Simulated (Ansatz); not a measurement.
Sn under compression and expansion

```cif
data_structure
_symmetry_space_group_name_H-M 'P 1'
_symmetry_Int_Tables_number 1
_cell_length_a 4.5900
_cell_length_b 4.5900
_cell_length_c 4.5900
_cell_angle_alpha 60.000
_cell_angle_beta 60.000
_cell_angle_gamma 60.000
_cell_volume 68.38
loop_
_atom_site_label
_atom_site_type_symbol
_atom_site_fract_x
_atom_site_fract_y
_atom_site_fract_z
_atom_site_occupancy
Sn1 Sn 0.50000 0.50000 0.50000 1
Sn2 Sn 0.75000 0.75000 0.75000 1
```

The runs use the primitive cell with vectors (0.000, 3.246, 3.246), (3.246, 0.000, 3.246), (3.246, 3.246, 0.000) Å, to which the k mesh refers.

The cell is COD entry 9008568, as deposited and not checked against the literature; nothing was relaxed.

Spin–orbit coupling is left out, though it moves levels of the heavy atoms by tenths of an eV or more.

All numbers are computed: DFT, LDA, all-electron LAPW, scalar-relativistic (Ansatz 0.2.0); DFT, LDA, PAW with Ansatz's default frozen-core files, scalar-relativistic (Ansatz 0.2.0).

For LAPW: a Γ-centred 9×9×9 k mesh, Fermi–Dirac smearing of 0.03 eV, basis error target 0.25 meV/atom, no spin polarisation. PAW takes a cutoff of 420 eV at this cell (files made with PBE, cores remade for this functional). The Ansatz runs share mesh, smearing and spin set-up. Plane-wave (PAW) pressures include the program's estimate of the Pulay term.

The cell above is scaled evenly, with fractional coordinates and shape held.

```json
{"V/V(cell)": "0.9400", "V (Å³/atom)": "32.138", "P, LAPW (GPa)": "2.74", "P, PAW (GPa)": "2.73", "free energy over the lowest listed, PAW (meV/atom)": "14.3"}
{"V/V(cell)": "0.9405", "V (Å³/atom)": "32.155", "P, LAPW (GPa)": "2.71", "P, PAW (GPa)": "2.70", "free energy over the lowest listed, PAW (meV/atom)": "14.0"}
{"V/V(cell)": "0.9600", "V (Å³/atom)": "32.821", "P, LAPW (GPa)": "?", "P, PAW (GPa)": "?", "free energy over the lowest listed, PAW (meV/atom)": "?"}
{"V/V(cell)": "0.9700", "V (Å³/atom)": "33.163", "P, LAPW (GPa)": "1.05", "P, PAW (GPa)": "1.04", "free energy over the lowest listed, PAW (meV/atom)": "2.4"}
{"V/V(cell)": "0.9800", "V (Å³/atom)": "33.505", "P, LAPW (GPa)": "0.55", "P, PAW (GPa)": "0.55", "free energy over the lowest listed, PAW (meV/atom)": "0.7"}
{"V/V(cell)": "0.9900", "V (Å³/atom)": "33.847", "P, LAPW (GPa)": "0.09", "P, PAW (GPa)": "0.08", "free energy over the lowest listed, PAW (meV/atom)": "0.0"}
{"V/V(cell)": "1.0000", "V (Å³/atom)": "34.189", "P, LAPW (GPa)": "-0.35", "P, PAW (GPa)": "-0.35", "free energy over the lowest listed, PAW (meV/atom)": "0.3"}
{"V/V(cell)": "1.0100", "V (Å³/atom)": "34.531", "P, LAPW (GPa)": "-0.76", "P, PAW (GPa)": "-0.77", "free energy over the lowest listed, PAW (meV/atom)": "1.5"}
{"V/V(cell)": "1.0200", "V (Å³/atom)": "34.873", "P, LAPW (GPa)": "-1.15", "P, PAW (GPa)": "-1.15", "free energy over the lowest listed, PAW (meV/atom)": "3.5"}
{"V/V(cell)": "1.0300", "V (Å³/atom)": "35.215", "P, LAPW (GPa)": "-1.52", "P, PAW (GPa)": "-1.52", "free energy over the lowest listed, PAW (meV/atom)": "6.4"}
{"V/V(cell)": "1.0400", "V (Å³/atom)": "35.556", "P, LAPW (GPa)": "-1.87", "P, PAW (GPa)": "-1.87", "free energy over the lowest listed, PAW (meV/atom)": "10.0"}
{"V/V(cell)": "1.0600", "V (Å³/atom)": "36.240", "P, LAPW (GPa)": "-2.50", "P, PAW (GPa)": "-2.50", "free energy over the lowest listed, PAW (meV/atom)": "19.4"}
```

Q: Fill in the row V/V(cell) = 0.9600.

A: P, LAPW (GPa) = 1.58, P, PAW (GPa) = 1.57, free energy over the lowest listed, PAW (meV/atom) = 5.1.

Q: What do Birch–Murnaghan fits to the pressures give?

A: LAPW: V0 = 33.91 Å³/atom, B0 = 44 GPa, B0′ = 5.0; PAW: V0 = 33.91 Å³/atom, B0 = 44 GPa, B0′ = 5.0.

PAW's V0 lies -0.01 % from the all-electron value and its B0 0.0 %. Symmetry fixes shape and coordinates here, so this is the relaxed modulus.
